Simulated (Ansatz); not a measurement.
Structure relaxation of YMg₇

Theory: Ansatz, DFT r2SCAN, scalar-relativistic, plane waves, PAW.

The start is a database structure of YMg₇, space group Fm-3m (No. 225).

Input of the last, converged step (default PAW datasets):

```yaml
crystal:
  lattice:
    - [0.0, 4.643726, 4.643726]
    - [4.643726, 0.0, 4.643726]
    - [4.643726, 4.643726, 0.0]
  atoms:
    - { symbol: "Y", position: [0.0, 0.0, 0.0] }
    - { symbol: Mg, position: [0.5, 0.5, 0.5] }
    - { symbol: Mg, position: [0.0, 0.0, 0.5] }
    - { symbol: Mg, position: [0.5, 0.0, 0.5] }
    - { symbol: Mg, position: [0.0, 0.5, 0.5] }
    - { symbol: Mg, position: [0.5, 0.5, 0.0] }
    - { symbol: Mg, position: [0.0, 0.5, 0.0] }
    - { symbol: Mg, position: [0.5, 0.0, 0.0] }
basis:
  ecutwfc: 500
kpoints:
  mp_grid: { grid: [8, 8, 8] }
hamiltonian:
  xc: r2scan
scf:
  occupations: { method: gaussian, width: 0.1 }
output:
  forces: true
  stress: true
  eigenvalues: true
relax:
  adjacent_minimum: "off"
  f_tol: 0.01
  max_steps: 80
  cell: { stress_tol: 0.05 }
```

Launched as:

```bash
ansatz run input.yaml --threads 1 --pin off --max-ram 3072MiB --backend cpu --events-out ev --progress --plain --runs-dir out
```

The run took 89 s on 1 thread of Arm Neoverse V2, on a shared host, peak memory 1 GiB.

End of the output:

```
SCF converged after 5 iterations
Free energy (F): -17344.353224 eV
Harris-Foulkes:  -17344.353224 eV  (|F-HF|=3.64e-12)
Internal energy: -17344.324892 eV  (E = F + TS)
E sigma→0 (E₀):  -17344.339058 eV
Entropy (-TS):   -0.028332 eV (-3.542 meV/atom)
Fermi energy:    5.924066 eV
--- Per-component energies (eV) ---
  E_band       = -2733.255267
  E_kinetic    = 824.203623
  E_local      = -12050.431173  (includes V_loc(G=0)·N_el)
  E_nonlocal   = 721.385007
  E_hartree    = 4292.482044
  E_xc         = -351.511730
  E_vxc        = -488.772647  (∫ρ·V_xc dr)
  E_paw        = -4916.110859  (= ΣΔE_a)
  E_vpaw       = -354.332746  (= ΣTr[D̂ρ^β])
  E_aug_tail   = -0.000006  (compensation charges beyond the density's cutoff)
  E_vtau       = 29.728507  (kinetic-family band-sum trace: ∫τ·v_τ [+ j·A + Jᵃ·Aᵃ] dr)
  E_ewald      = -5864.004386
  E_core_change = -0.337411  (= ΣΔE_core)
  E_smearing   = -0.028332  (= −TS)
  E_closure    = 0.000000  (closes the sum)
  Σ components = -17344.353224   (vs F -17344.353224, Δ=0.00e0)
--- Forces (eV/Å), atoms counted from 1 ---
  atom   1  Y      0.00000000     0.00000000     0.00000000
  atom   2  Mg     0.00000000     0.00000000     0.00000000
  atom   3  Mg     0.00000000     0.00000000     0.00000000
  atom   4  Mg     0.00000000     0.00000000     0.00000000
  atom   5  Mg     0.00000000     0.00000000     0.00000000
  atom   6  Mg     0.00000000     0.00000000     0.00000000
  atom   7  Mg     0.00000000     0.00000000     0.00000000
  atom   8  Mg     0.00000000     0.00000000     0.00000000
  max |Σ_I F_I| component: 2.05e-28 eV/Å
--- Stress (GPa, compression-positive) ---
       -0.003027       0.000000       0.000000
        0.000000      -0.003027       0.000000
        0.000000       0.000000      -0.003027
  P = ⅓ Tr σ = -0.0030 GPa (-0.030 kbar)
--- Relaxed structure (2 steps of the walk, 2 accepted, 1 SCFs on fresh bases) ---
  F+E_penalty+E_count = -17344.35322387 eV   max|allowed force component| = 3.966e-29 eV/Å   (the final SCF, on the basis selected at the relaxed cell)
  cell:  # Å, volume = 197.0730 Å³
    - [0.000000, 4.618834, 4.618834]
    - [4.618834, 0.000000, 4.618834]
    - [4.618834, 4.618834, 0.000000]
  atoms:
    - { symbol: Y, position: [0.000000, 0.000000, 0.000000] }
    - { symbol: Mg, position: [0.5, 0.5, 0.5] }
    - { symbol: Mg, position: [0.000000, 0.000000, 0.5] }
    - { symbol: Mg, position: [0.5, 0.0, 0.5] }
    - { symbol: Mg, position: [0.0, 0.5, 0.5] }
    - { symbol: Mg, position: [0.5, 0.5, 0.0] }
    - { symbol: Mg, position: [0.0, 0.5, 0.0] }
    - { symbol: Mg, position: [0.5, 0.0, 0.0] }
```

Absolute energies hang on the potentials; compare differences alone.

The result has space group Fm-3m (No. 225). Y is coordinated by 12 Mg at 3.27 Å; Mg on Wyckoff site b (1 atom of the primitive cell) is coordinated by 12 Mg at 3.27 Å; Mg on Wyckoff site d (6 atoms of the primitive cell) has 10 Mg at 3.27 Å and 2 Y at 3.27 Å.

A structure relaxed within its symmetry needn't be a true minimum.